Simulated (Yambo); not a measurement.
G0W0@PBEsol for AgNO₃ (space group R3c, No. 161) in Yambo (2×2×2 mesh, 7 Ry block, plasmon pole, screening fixed), without a terminator:

```
bands N in G  gap F → Γ (eV)  shift of the valence edge (eV)
------------  --------------  ------------------------------
89                     4.195                          -0.323
136                    4.127                          -0.535
199                    4.128                          -0.699
```

Question: Extrapolate both columns to infinite N with E(N) = E∞ + A/N, test the form, and compare with the terminator.

Answer: From two points, E∞ = (N2 E2 − N1 E1)/(N2 − N1). The two largest N give 4.13 eV for the gap and -1.05 eV for the shift; the two smallest give 4.00 eV and -0.94 eV. For the gap the slopes A are 18 and -0.4 eV: the form isn't reached, and its limit is uncertain. For the shift the slopes A are 55 and 70 eV: the form isn't reached, and its limit is uncertain. With the Bruneval-Gonze terminator and 199 bands the run gives 4.14 eV and -0.93 eV, 0.01 eV and 0.12 eV from the extrapolated values: the terminator too is an estimate of the remainder. Block, mesh and the bands in W are held fixed.

Spin-orbit coupling is not included.

Geometry of the Materials Project entry, not relaxed at this level; primitive cell a = b = c = 6.2017 Å, α = β = γ = 49.09°.

The structure is a Materials Project entry; no match was found in the copy of COD used, and its stability was not checked.

A shift is the quasiparticle energy of the state minus its PBEsol energy.
